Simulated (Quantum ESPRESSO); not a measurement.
# SiIn6MgP8: input and log of a self-consistent run

A calculation, not a measurement. The program is pw.x of Quantum ESPRESSO 7.5 (plane-wave density functional theory). The cell is made up: 16 atoms on a doubled zincblende/diamond lattice, with randomly drawn elements, strain and displacements, not relaxed. PseudoDojo standard norm-conserving files (v0.5 for PBE, v0.4.1 for LDA and PBEsol) set the functional; there is no spin polarisation, spin-orbit coupling or dispersion term, and the masses in the input are unused placeholders.

Input:

```
&control calculation='scf', pseudo_dir='./dojo.nc.sr.pbe.v0_5.standard.upf', outdir='./o', disk_io='low', tprnfor=.true., tstress=.true. /
&system ibrav=0, nat=16, ntyp=4, nbnd=72, ecutwfc=84.00895049, nosym=.true., tot_charge=0,
 occupations='smearing', smearing='fd', degauss=0.0018374661
/
&electrons conv_thr=7.350e-09, electron_maxstep=60, /
ATOMIC_SPECIES
In 1.0 In.upf
Mg 1.0 Mg.upf
P 1.0 P.upf
Si 1.0 Si.upf
CELL_PARAMETERS angstrom
5.8983 0.0 0.0
0.0 5.8983 0.0
0.0 0.0 11.7966
ATOMIC_POSITIONS angstrom
Si 0.0101 0.047 0.0374
In -0.0783 2.9256 2.8861
In 3.0055 0.0272 2.9427
Mg 2.9708 3.0104 0.0153
In -0.0281 0.0613 5.9905
In 0.0232 2.9758 8.8285
In 2.9413 -0.0086 8.9238
In 2.9832 2.9528 5.8849
P 1.4812 1.4322 1.4897
P 1.4725 4.381 4.4094
P 4.3918 1.4853 4.4535
P 4.3517 4.4924 1.4512
P 1.473 1.5059 7.3524
P 1.495 4.3857 10.3349
P 4.3819 1.509 10.2881
P 4.4363 4.4331 7.3647
K_POINTS automatic
4 4 2 1 1 1
```

The log is shortened where brackets say so; the opening notice, blank lines, dates and the lines on written files are dropped, and the path of the files is cut. It prints rydbergs, bohrs and kilobars, and counts compression as positive stress.

```
     Program PWSCF v.7.5
     Parallel version (MPI & OpenMP), running on       4 processor cores
     Number of MPI processes:                 4
     Threads/MPI process:                     1
     [start-up lines left out]
     bravais-lattice index     =            0
     lattice parameter (alat)  =      11.1462  a.u.
     unit-cell volume          =    2769.5370 (a.u.)^3
     number of atoms/cell      =           16
     number of atomic types    =            4
     number of electrons       =       132.00
     number of Kohn-Sham states=           72
     kinetic-energy cutoff     =      84.0090  Ry
     charge density cutoff     =     336.0358  Ry
     scf convergence threshold =      7.3E-09
     mixing beta               =       0.7000
     number of iterations used =            8  plain     mixing
     Exchange-correlation= PBE
                           (   1   4   3   4   0   0   0)
     [axes and pseudopotential details left out]
   Cartesian axes
     site n.     atom                  positions (alat units)
         1        Si     tau(   1) = (   0.0017124   0.0079684   0.0063408  )
         2        In     tau(   2) = (  -0.0132750   0.4960073   0.4893105  )
         3        In     tau(   3) = (   0.5095536   0.0046115   0.4989065  )
         4        Mg     tau(   4) = (   0.5036705   0.5103843   0.0025940  )
         5        In     tau(   5) = (  -0.0047641   0.0103928   1.0156316  )
         6        In     tau(   6) = (   0.0039333   0.5045183   1.4967872  )
         7        In     tau(   7) = (   0.4986691  -0.0014580   1.5129444  )
         8        In     tau(   8) = (   0.5057728   0.5006188   0.9977282  )
         9        P      tau(   9) = (   0.2511232   0.2428157   0.2525643  )
        10        P      tau(  10) = (   0.2496482   0.7427564   0.7475713  )
        11        P      tau(  11) = (   0.7445874   0.2518183   0.7550481  )
        12        P      tau(  12) = (   0.7377889   0.7616432   0.2460370  )
        13        P      tau(  13) = (   0.2497330   0.2553109   1.2465287  )
        14        P      tau(  14) = (   0.2534629   0.7435532   1.7521828  )
        15        P      tau(  15) = (   0.7429090   0.2558364   1.7442483  )
        16        P      tau(  16) = (   0.7521320   0.7515894   1.2486140  )
     number of k points=    16  Fermi-Dirac smearing, width (Ry)=  0.0018
                       cart. coord. in units 2pi/alat
        k(    1) = (   0.1250000   0.1250000   0.1250000), wk =   0.1250000
        k(    2) = (   0.1250000   0.1250000  -0.1250000), wk =   0.1250000
     [further k points left out]
     Dense  grid:   288131 G-vectors     FFT dimensions: (  72,  72, 135)
     Estimated max dynamical RAM per process >     710.22 MB
     Estimated total dynamical RAM >       2.57 GB
     Initial potential from superposition of free atoms
     starting charge     131.9741, renormalised to     132.0000
     Starting wfcs are   95 randomized atomic wfcs
     total cpu time spent up to now is        5.4 secs
     per-process dynamical memory:   497.6 Mb
     Self-consistent Calculation
     iteration #  1     ecut=    84.01 Ry     beta= 0.70
     Davidson diagonalization with overlap
     ethr =  1.00E-02,  avg # of iterations =  3.2
     Threshold (ethr) on eigenvalues was too large:
     Diagonalizing with lowered threshold
     Davidson diagonalization with overlap
     ethr =  5.91E-04,  avg # of iterations =  2.2
     total cpu time spent up to now is       21.9 secs
     total energy              =   -1035.41737581 Ry
     estimated scf accuracy    <       0.81558067 Ry
     iteration #  2     ecut=    84.01 Ry     beta= 0.70
     Davidson diagonalization with overlap
     ethr =  6.18E-04,  avg # of iterations =  5.6
     total cpu time spent up to now is       31.9 secs
     total energy              =   -1035.56992061 Ry
     estimated scf accuracy    <       0.47457473 Ry
     iteration #  3     ecut=    84.01 Ry     beta= 0.70
     Davidson diagonalization with overlap
     ethr =  3.60E-04,  avg # of iterations =  5.9
     total cpu time spent up to now is       42.0 secs
     total energy              =   -1035.63411310 Ry
     estimated scf accuracy    <       0.39672949 Ry
     iteration #  4     ecut=    84.01 Ry     beta= 0.70
     Davidson diagonalization with overlap
     ethr =  3.01E-04,  avg # of iterations =  3.9
     total cpu time spent up to now is       50.9 secs
     total energy              =   -1035.69648977 Ry
     estimated scf accuracy    <       0.00947056 Ry
     iteration #  5     ecut=    84.01 Ry     beta= 0.70
     Davidson diagonalization with overlap
     ethr =  7.17E-06,  avg # of iterations = 14.7
     total cpu time spent up to now is       65.5 secs
     total energy              =   -1035.70009392 Ry
     estimated scf accuracy    <       0.00859261 Ry
     [iterations 6 to 9 left out]
     iteration # 10     ecut=    84.01 Ry     beta= 0.70
     Davidson diagonalization with overlap
     ethr =  1.32E-08,  avg # of iterations =  2.0
     total cpu time spent up to now is      109.0 secs
     total energy              =   -1035.70129976 Ry
     estimated scf accuracy    <       0.00000097 Ry
     iteration # 11     ecut=    84.01 Ry     beta= 0.70
     Davidson diagonalization with overlap
     ethr =  7.39E-10,  avg # of iterations =  5.0
     total cpu time spent up to now is      119.8 secs
     total energy              =   -1035.70130023 Ry
     estimated scf accuracy    <       0.00000085 Ry
     iteration # 12     ecut=    84.01 Ry     beta= 0.70
     Davidson diagonalization with overlap
     ethr =  6.44E-10,  avg # of iterations =  2.0
     total cpu time spent up to now is      127.8 secs
     total energy              =   -1035.70130026 Ry
     estimated scf accuracy    <       0.00000013 Ry
     iteration # 13     ecut=    84.01 Ry     beta= 0.70
     Davidson diagonalization with overlap
     ethr =  9.75E-11,  avg # of iterations =  4.4
     total cpu time spent up to now is      137.0 secs
     total energy              =   -1035.70130030 Ry
     estimated scf accuracy    <       0.00000001 Ry
     iteration # 14     ecut=    84.01 Ry     beta= 0.70
     Davidson diagonalization with overlap
     ethr =  9.65E-12,  avg # of iterations =  2.9
     total cpu time spent up to now is      145.6 secs
     End of self-consistent calculation
     [lines on levels left out]
!    total energy              =   -1035.70130029 Ry
     estimated scf accuracy    <          7.0E-09 Ry
     smearing contrib. (-TS)   =      -0.00000000 Ry
     internal energy E=F+TS    =   -1035.70130029 Ry
     The total energy is F=E-TS. E is the sum of the following terms:
     one-electron contribution =    -452.66176843 Ry
     hartree contribution      =     298.45189660 Ry
     xc contribution           =    -292.10339400 Ry
     ewald contribution        =    -589.38803446 Ry
     convergence has been achieved in  14 iterations
     Forces acting on atoms (cartesian axes, Ry/au):
     atom    1 type  4   force =    -0.00290766   -0.00789192   -0.00902186
     atom    2 type  1   force =     0.01244590    0.00965223    0.00869885
     atom    3 type  1   force =    -0.02803502   -0.00914098    0.02456374
     atom    4 type  2   force =    -0.00855855   -0.01783822   -0.00075167
     atom    5 type  1   force =     0.01305822   -0.01812539   -0.03313664
     atom    6 type  1   force =    -0.00608566   -0.00458605    0.00369783
     atom    7 type  1   force =    -0.00599318   -0.00173867   -0.02479059
     atom    8 type  1   force =    -0.01598587    0.01163746    0.00342760
     atom    9 type  3   force =    -0.03704270   -0.01012332   -0.05135026
     atom   10 type  3   force =    -0.00782476    0.01552753   -0.00139226
     atom   11 type  3   force =     0.01417641   -0.00211885   -0.00887893
     atom   12 type  3   force =     0.06117616    0.01655087   -0.04403014
     atom   13 type  3   force =     0.02265716   -0.00016253    0.01923429
     atom   14 type  3   force =    -0.04098080    0.03863555    0.04521182
     atom   15 type  3   force =     0.04739498   -0.01838358    0.05493763
     atom   16 type  3   force =    -0.01749463   -0.00189413    0.01358059
     Total force =     0.167084     Total SCF correction =     0.000383
     Computing stress (Cartesian axis) and pressure
          total   stress  (Ry/bohr**3)                   (kbar)     P=       -4.07
  -0.00003536   0.00001531   0.00001402           -5.20        2.25        2.06
   0.00001531  -0.00001085   0.00002822            2.25       -1.60        4.15
   0.00001402   0.00002822  -0.00003676            2.06        4.15       -5.41
     init_run     :      5.06s CPU      5.26s WALL (       1 calls)
     electrons    :    137.79s CPU    140.23s WALL (       1 calls)
     forces       :      2.28s CPU      2.33s WALL (       1 calls)
     stress       :      6.72s CPU      6.87s WALL (       1 calls)
     [timing details left out]
     PWSCF        :   2m32.03s CPU   2m34.94s WALL
     JOB DONE.
```

In other units: free energy -14091.434 eV for the cell, pressure -0.41 GPa, largest force component 1.573 eV/Å. A rerun of a related cell, with the same atoms placed differently, at a cutoff of 1437 eV and k mesh 6 x 6 x 4 moved values by no more than 0.016 eV in energy, 0.02 GPa in stress and 0.010 eV/Å in force.